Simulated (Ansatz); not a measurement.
## BaTiO₃: reading a single point

```
CELL_PARAMETERS angstrom
3.96675 0.00000 0.00000
0.00000 3.96675 0.00000
0.00000 0.00000 3.98371
ATOMIC_POSITIONS crystal
Ba 0.00000 0.00000 0.00000
Ti 0.50000 0.50000 0.48200
O 0.50000 0.50000 0.01600
O 0.50000 0.00000 0.51500
O 0.00000 0.50000 0.51500
```

Method: r2SCAN, no spin polarisation; PAW, plane waves to 500 eV, 7×7×7 Γ-centred mesh, fermi-dirac occupations (width 0.1 eV) (Ansatz 0.2.0), atoms fixed.

Forces: The largest is on O3: 0.25 eV/Å, components (0.00, 0.00, 0.25). It makes 0° with the line to a nearest neighbour, Ti2 at 1.86 Å, pointing towards it.
Stress: The pressure is 4.1 GPa (compression positive), so with the atoms held at these fractions the cell would first expand. The principal stresses 3.6, 3.6, 5.3 GPa differ, so its shape would change too.
Electronic structure: The gap is 2.25 eV, indirect (the least direct gap found is 2.53 eV).
Formation energy: -3.40 eV an atom against the elements' usual phases (free molecules for gases, crystals otherwise, with no correction for O₂ or N₂), so it is bound against them; other compounds may still compete. Relaxing would lower it.
Charges: Bader charges in e: Ba +1.57, Ti +2.31, O -1.29. In the mean Ti gives up most and O takes most.

Origin: a database entry at a rescaled volume.
